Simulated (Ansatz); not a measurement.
TaN (space group P6/mmm)

```yaml
crystal:
  lattice:
    - [5.16631, 0.00000, 0.00000]
    - [-2.58316, 4.47416, 0.00000]
    - [0.00000, 0.00000, 2.88930]
  atoms:
    - { symbol: Ta, position: [0.00000, 0.00000, 0.00000] }
    - { symbol: Ta, position: [0.33333, 0.66667, 0.50000] }
    - { symbol: Ta, position: [0.66667, 0.33333, 0.50000] }
    - { symbol: N, position: [0.50000, 0.00000, 0.00000] }
    - { symbol: N, position: [0.50000, 0.50000, 0.00000] }
    - { symbol: N, position: [0.00000, 0.50000, 0.00000] }
```

The atoms are displaced by Q × the pattern below (from a DFPT mode at Γ, largest move 1; Q in Å), at fixed cell.

```tsv
atom	x	y	z
N4	-1.000	0.000	0.000
N5	0.500	0.866	0.000
N6	0.500	-0.866	0.000
```

Atoms not listed stay in place.

These are LDA (plane waves to 420 eV, PAW, scalar-relativistic; Ansatz, a program for electronic structure) values and carry that method's errors. k mesh 11×11×16 (Γ-centred), Fermi-Dirac smearing 0.05 eV. Energies are smeared free energies. With partly filled bands, energies and forces of such displacements shift with the k mesh and the smearing. Spin-orbit coupling is left out, though Ta is heavy. TaN is run without spin polarisation. TaN was relaxed with its symmetry unable to fall. This is one of several known forms of TaN; the measured ambient cells at hand have space group No. 189. The zero of ΔE is the undisplaced structure. The last digit holds for this mesh only.

```csv
Q (Å),ΔE (meV/cell)
-0.660,-2384.0
-0.550,-2795.2
-0.440,-2476.5
-0.330,-1765.1
-0.220,-943.4
-0.110,-271.3
0.000,0.0
0.110,-271.3
0.220,-943.4
0.330,-1765.1
0.440,-2476.5
0.550,-2795.2
0.660,-2384.0
```

Q: Is this a single well or a double well?

A: A double well: the undisplaced structure is a maximum between two minima.

Q: By a smooth curve through the points, how far does the most displaced atom move to reach the deepest minimum?

A: 0.56 Å from zero.

Q: By a smooth curve, how deep is the well, measured from the undisplaced structure?

A: 2789 meV/cell, cell held fixed.

Q: What harmonic wavenumber does the curvature at Q = 0 give?

A: About 550i cm⁻¹. By second differences, E″ = -46.79 eV/Å², M = Σ mᵢ|uᵢ|² = 42.0 u, ν̃ = 521.5·√(|E″|/M), imaginary since E″ < 0.

(A displaced cell: forces are minus the slopes of the energy, force constants its curvatures, and phonons follow from these.)
